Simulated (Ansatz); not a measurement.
# W (space group Pm-3n): energy against volume

W (space group Pm-3n)

Space group Pm-3n (No. 223); a = b = c = 5.0330 Å, α = β = γ = 90.00°

```tsv
atom	site	symmetry	x	y	z
W	2a	m-3.	0.0000	0.0000	0.0000
W	6c	-4m.2	0.0000	0.5000	0.2500
```

E(V) scan at fixed shape, V₀ the volume above. Symmetry pins the atoms to their sites.

Method: PBEsol (plane waves to 420 eV, PAW, scalar-relativistic; Ansatz, a first-principles code). k mesh 9×9×9 (Γ-centred), Fermi-Dirac smearing 0.05 eV. The energy includes the smearing's −TS. Compression counts positive. Left out: 2 of 11 points, with atoms too close for the PAW data. Spin-orbit coupling is left out, though W is heavy. This is one of several known forms of W; the measured ambient cells at hand have space group No. 229. W is run without spin polarisation. W was relaxed with its symmetry unable to fall. ΔE is measured from the relaxed starting cell.

```json
[
 {"V (Å³/atom)": "14.407", "ΔE (eV/atom)": "0.172", "P (GPa)": "39.3"},
 {"V (Å³/atom)": "14.917", "ΔE (eV/atom)": "0.072", "P (GPa)": "24.0"},
 {"V (Å³/atom)": "15.427", "ΔE (eV/atom)": "0.017", "P (GPa)": "11.0"},
 {"V (Å³/atom)": "15.937", "ΔE (eV/atom)": "0.000", "P (GPa)": "0.0"},
 {"V (Å³/atom)": "16.447", "ΔE (eV/atom)": "0.015", "P (GPa)": "-9.3"},
 {"V (Å³/atom)": "16.957", "ΔE (eV/atom)": "0.058", "P (GPa)": "-17.2"},
 {"V (Å³/atom)": "17.467", "ΔE (eV/atom)": "0.124", "P (GPa)": "-23.9"},
 {"V (Å³/atom)": "17.977", "ΔE (eV/atom)": "0.209", "P (GPa)": "-29.6"},
 {"V (Å³/atom)": "18.487", "ΔE (eV/atom)": "0.311", "P (GPa)": "-34.3"}
]
```

Summary:

The pressure at the smallest volume is 39.3 GPa, the energy cost of the largest compression comes out as 172 meV/atom and the energy cost of the largest expansion is 311 meV/atom. The bulk modulus B₀ (third-order Birch-Murnaghan fit) is 316 GPa, the pressure derivative B₀′ (fit) comes out as 4.2 and the equilibrium volume of the fit comes out as 15.94 Å³/atom. The pressure for 5 % compression (fit) is 18.1 GPa.

(Under strain, the slope of the energy per volume gives the stress and its curvature an elastic modulus.)
